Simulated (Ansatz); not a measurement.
Ga4Sb3As, ordered on the zincblende lattice with 8 atoms a cell, 8 atoms and 112 valence electrons in a cell of about 218 Å³, was run 6 times in the PAW code Ansatz, each time on 4 threads of Intel(R) Xeon(R) Processor @ 2.50GHz (Skylake/Cascade Lake), with other jobs on the host. The times are single readings and vary with the host's load.

```csv
run,k mesh,irreducible k,cutoff (eV),plane waves,bands,SCF iterations,wall time,peak host memory (GiB)
"relaxation, PBE",6×4×4,28,420,4421,68,50,100 s,0.84
"relaxation, r2SCAN",6×4×4,28,500,5533,68,52,4.3 min,1.4
"bands, PBE",6×4×4,28,420,4293,62,11,49 s,1.2
"single point, r2SCAN",6×4×4,28,500,5533,62,11,?,?
"single point, HSE06",4×2×2,9,420,4293,62,29,?,?
"single point, PBE+SOC",6×4×4,28,420,4293,124,13,?,?
```

(1) Estimate the missing times and memories.

Results:

(1)
```
                  run  wall time  peak host memory (GiB)
 single point, r2SCAN       59 s                     1.2
single point, PBE+SOC      3 min                       3
  single point, HSE06    6.5 min                     2.7
```

Only the levels marked +SOC include spin-orbit coupling.
